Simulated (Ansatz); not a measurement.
An Ansatz (a first-principles code) run. Input:

Ansatz 0.2 input:
```yaml
crystal:
  lattice:
    - [0.0, 3.0981251376, 3.0981251376]
    - [3.0981251376, 0.0, 3.0981251376]
    - [3.0981251376, 3.0981251376, 0.0]
  atoms:
    - { symbol: Se, position: [0.75, 0.75, 0.75] }
    - { symbol: Cd, position: [0.0, 0.0, 0.0] }
kpoints:
  mp_grid: { grid: [8, 8, 8] }
hamiltonian:
  xc: pbe
  pseudopotentials: { kind: paw }
scf:
  occupations: { method: fixed }
phonons:
  method: dfpt
  response_accuracy: low
  eigenvectors: true
  rigid_motions: translations
  dielectric: true
```

Output (shortened):

```
Pseudopotential: Se, paw, valence charge 16
Pseudopotential: Cd, paw, valence charge 20
Functional definition: PBE
Crystal: 2 atoms, lattice volume = 59.474 Å³
Basis set: ecut = 420 eV, 1211 PW (Γ), exchange–correlation on 60×60×60 points (8 copies of the dense FFT grid, shifted against one another)
Bands: 22, of which v1, the nominal top of the filled ones, is band 18 counted from 1 (17 counted from 0)
Symmetry: 24 space group operations
k-points: 95 of 512 (irreducible under 4 space group operations, time reversal used)
SCF iter   1: F=—  HF=-13724.795801 eV  |F-HF|=—  |Δ(HF+E_count)|=         —  Δρ=1.12e-3  dr2=1.62e-3  ethr=1.77e-3  ⟨swp⟩=4.9  Hψ=7725  notcnv=0  defer=186
preconditioner: auto → none
SCF iter   2: F=—  HF=-13724.796112 eV  |F-HF|=—  |Δ(HF+E_count)|=   3.11e-4  Δρ=4.08e-4  dr2=8.84e-5  ethr=4.50e-6  ⟨swp⟩=2.0  Hψ=3903  notcnv=0  defer=184
SCF iter   3: F=—  HF=-13724.796150 eV  |F-HF|=—  |Δ(HF+E_count)|=   3.78e-5  Δρ=1.63e-4  dr2=1.62e-5  ethr=2.46e-7  ⟨swp⟩=2.0  Hψ=3706  notcnv=0  defer=184
SCF iter   4: F=—  HF=-13724.796176 eV  |F-HF|=—  |Δ(HF+E_count)|=   2.60e-5  Δρ=7.35e-5  dr2=3.37e-6  ethr=4.50e-8  ⟨swp⟩=2.0  Hψ=3021  notcnv=0  defer=85
SCF iter   5: F=—  HF=-13724.796185 eV  |F-HF|=—  |Δ(HF+E_count)|=   9.37e-6  Δρ=1.80e-5  dr2=1.74e-7  ethr=9.37e-9  ⟨swp⟩=2.0  Hψ=2970  notcnv=0
SCF iter   6: F=—  HF=-13724.796186 eV  |F-HF|=—  |Δ(HF+E_count)|=   4.94e-7  Δρ=3.01e-6  dr2=4.48e-9  ethr=4.82e-10  ⟨swp⟩=2.0  Hψ=3418  notcnv=0  defer=30
SCF iter   7: F=-13724.796186 eV  HF=-13724.796186 eV  |F-HF|=2.18e-11  |Δ(HF+E_count)|=   1.94e-8  Δρ=3.36e-7  dr2=5.78e-11  ethr=1.00e-12  ⟨swp⟩=7.0  Hψ=13204  notcnv=0
SCF 1 converged in 7 iterations: F = -13724.796186 eV  dr2 = 5.78e-11
DFPT response loops at Γ: preconditioner auto → none (the input reference at scf.mixing.eps_inf says where Resta's filter doesn't serve); β = 0.50 …
── the response to a field inside a basis, on 10×10×10 k-points: an SCF that follows is theirs, and a resumed run solves both again ──
Crystal: 2 atoms, lattice volume = 59.474 Å³
Bands: 19, of which v1, the nominal top of the filled ones, is band 18 counted from 1 (17 counted from 0)
k-points: 110
SCF iter   1: F=—  HF=-13724.794207 eV  |F-HF|=—  |Δ(HF+E_count)|=         —  Δρ=2.60e-4  dr2=8.66e-6  ethr=1.00e-1
preconditioner: auto → none
SCF iter   2: F=—  HF=-13724.794209 eV  |F-HF|=—  |Δ(HF+E_count)|=   2.04e-6  Δρ=1.18e-4  dr2=1.72e-6  ethr=2.41e-8
SCF iter   3: F=—  HF=-13724.794211 eV  |F-HF|=—  |Δ(HF+E_count)|=   1.78e-6  Δρ=3.62e-5  dr2=1.71e-7  ethr=4.79e-9
SCF iter   4: F=-13724.794211 eV  HF=-13724.794211 eV  |F-HF|=4.12e-9  |Δ(HF+E_count)|=   1.84e-7  Δρ=5.25e-6  dr2=6.14e-9  ethr=4.74e-10
SCF 1 converged in 4 iterations: F = -13724.794211 eV  dr2 = 6.14e-9
DFPT response loops at Γ: mixed as the last ones told, above
WARN: field response: ε∞ stands inside a basis, on 10×10×10 points …
SCF converged after 7 iterations
Free energy (F): -13724.796186 eV
Harris-Foulkes:  -13724.796186 eV  (|F-HF|=2.18e-11)
Internal energy: -13724.796186 eV  (E = F + TS)
E sigma→0 (E₀):  -13724.796186 eV
Fermi energy:    6.698699 eV
--- Per-component energies (eV) ---
  E_band       = -913.484974
  E_kinetic    = 622.776061
  E_local      = -6504.436531  (includes V_loc(G=0)·N_el)
  E_nonlocal   = -562.148514
  E_hartree    = 3085.602067
  E_xc         = -280.516611
  E_vxc        = -319.204198  (∫ρ·V_xc dr)
  E_paw        = -5994.901369  (= ΣΔE_a)
  E_vpaw       = -321.675800  (= ΣTr[D̂ρ^β])
  E_aug_tail   = -0.000621  (compensation charges beyond the density's cutoff)
  E_ewald      = -4091.170668
  E_smearing   =  0.000000  (= −TS)
  E_closure    = 0.000000  (closes the sum)
  Σ components = -13724.796186   (vs F -13724.796186, Δ=0.00e0)
  [band-id]    e_kinetic+e_local+e_nonlocal+2·e_hartree+e_vxc+e_vpaw+e_augmentation_tail = -913.485469   (vs E_band -913.484974, Δ=-4.95e-4)
--- Band table (eV; the first three rows and the last of 95) ---
  k-point 0: bands = ["-94.8307", "-55.8991", "-55.8991", "-55.8991", "-39.8476", "-39.8476", "-39.8476", "-39.8449", "-39.8449", "-5.5965", "-1.0584", "-1.0584", "-1.0584", "-0.7404", "-0.7404", "6.6987", "6.6987", "6.6987", "7.1931", "12.6343", "12.6343", "12.6343"]
  k-point 1: bands = ["-94.8307", "-55.8991", "-55.8991", "-55.8991", "-39.8476", "-39.8476", "-39.8476", "-39.8449", "-39.8449", "-5.5493", "-1.0437", "-1.0437", "-1.0134", "-0.7411", "-0.7411", "5.5299", "6.5869", "6.5869", "8.1865", "12.4040", "12.8221", "12.8221"]
  k-point 2: bands = ["-94.8307", "-55.8992", "-55.8991", "-55.8991", "-39.8476", "-39.8476", "-39.8476", "-39.8449", "-39.8449", "-5.4344", "-1.0115", "-1.0115", "-0.8661", "-0.7384", "-0.7384", "4.1771", "6.3389", "6.3389", "8.8910", "12.5672", "13.1220", "13.1220"]
  k-point 94: bands = ["-94.8306", "-55.8992", "-55.8992", "-55.8991", "-39.8477", "-39.8476", "-39.8476", "-39.8449", "-39.8448", "-5.1677", "-0.8960", "-0.8957", "-0.7691", "-0.7348", "-0.3263", "2.9726", "4.6702", "4.7207", "11.4919", "11.9173", "13.0625", "14.2984"]
--- Phonons (Γ-DFPT): 2 representative perturbations + reference, on 95 of 512 k-points (Σ response iterations 6) ---
  ASR residual: 1.104e-4 → 0.000e0 eV/Å²; symmetrization residual: 2.812e-5 eV/Å²
  ASR residual per site (eV/Å²): 1.10e-4 3.68e-5
  Γ frequencies (cm⁻¹): 0.00 0.00 0.00 154.39 154.39 154.39
  ε∞ (high-frequency dielectric tensor):
        8.085192     0.000000     0.000000
        0.000000     8.085192     0.000000
        0.000000     0.000000     8.085192
  ε⁰ (static dielectric tensor: ions relaxed, cell fixed):
       12.100721     0.000000     0.000000
        0.000000    12.100721     0.000000
        0.000000     0.000000    12.100721
  ε⁰ − ε∞ (ionic part):
        4.015530     0.000000     0.000000
        0.000000     4.015530     0.000000
        0.000000     0.000000     4.015530
  softest optical mode at Γ: 154.39 cm⁻¹; the repairs (sum rule, projections) moved no ω² at Γ by more than (0.98 cm⁻¹)²
  Born effective charges Z* (e; rows j = field, columns β = displacement):
    site 0:
        -2.31653    0.00000    0.00000
         0.00000   -2.31653    0.00000
         0.00000    0.00000   -2.31653
    site 1:
         2.31653    0.00000    0.00000
         0.00000    2.31653    0.00000
         0.00000    0.00000    2.31653
  Z* charge neutrality: 1.511e-3 e pre-enforcement
  solved inside a basis spanned on kpoints, on 10×10×10 k-points transformed towards the longest dipole …
  optical modes at Γ without the LO–TO term, one row a degenerate level:
      ω (cm⁻¹)  modes    IR ((D/Å)²/amu)
        154.39      3             8.0072
  optical modes at Γ + LO–TO along q̂ = [1.0000, 0.0000, 0.0000]:
      ω (cm⁻¹)  modes    IR ((D/Å)²/amu)
        154.39      2             5.3381
        188.88      1             2.6691
  optical modes at Γ + LO–TO along q̂ = [0.0000, 1.0000, 0.0000]:
      ω (cm⁻¹)  modes    IR ((D/Å)²/amu)
        154.39      2             5.3381
        188.88      1             2.6691
  optical modes at Γ + LO–TO along q̂ = [0.0000, 0.0000, 1.0000]:
      ω (cm⁻¹)  modes    IR ((D/Å)²/amu)
        154.39      2             5.3381
        188.88      1             2.6691
```

Cost: around 2.3 core-minutes (rough) on shared cores.

Space group F-43m (zinc blende). The PBE relaxation kept the symmetry of its start; phonons on a q-mesh show no instability. Scalar-relativistic: spin–orbit coupling is off unless named, which matters more the heavier the elements.

Potentials: the later of the program's two PAW sets.

Ansatz is a plane-wave DFT program.
